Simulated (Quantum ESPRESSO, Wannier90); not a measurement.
## Wannier functions of InTe (rock salt)

```xyz
2
Lattice="0.0000 3.1198 3.1198 3.1198 0.0000 3.1198 3.1198 3.1198 0.0000" Properties=species:S:1:pos:R:3 pbc="T T T"
In     0.0000     0.0000     0.0000
Te     3.1198     3.1198     3.1198
```

Structure: Materials Project mp-2597, symmetrised, not relaxed again. COD (Crystallography Open Database) has an entry of this formula and space group (matched by these alone). Computed values, not measurements, from PBEsol: Quantum ESPRESSO (norm-conserving PseudoDojo potentials, cutoff 66 Ry, no spin polarisation, no spin-orbit coupling) on a Γ-centred 8×8×8 mesh, then Wannier90. Density: 8×8×8 mesh, cold smearing 0.01 Ry. Spin-orbit coupling is left out although heavy elements are present.

Energies are relative to the Fermi level.

**Bands.** No gap over 0.05 eV opens at the Fermi level at this level of theory. 3 filled groups are cut off by gaps; the highest, bands 11, spans -12.46 to -10.83 eV and is Te 5s 74 %, In 5p 18 %, In 5s 5 %.

**Model.** 8 functions (In sp, Te sp) from bands 11-25, frozen to 1.50 eV, reach Ω_I = 13.30 Å² and follow pw.x to 3.7 meV rms (states up to 1.0 eV relative to the Fermi level).

**No window.** Without a frozen window Ω_I drops to 11.86 Å² while the misfit grows to 215 meV: a small spread is no proof of good bands.

**Outer window.** The setting "outer window to 7.19 eV" raises Ω_I to 20.44 Å², as fewer states are left to mix in, and the misfit goes to 62 meV.

**Stops.** With the frozen window to 5.50 eV the program stops (More states in the frozen window than target WFs). With the frozen window to 5.85 eV the program stops (More states in the frozen window than target WFs).
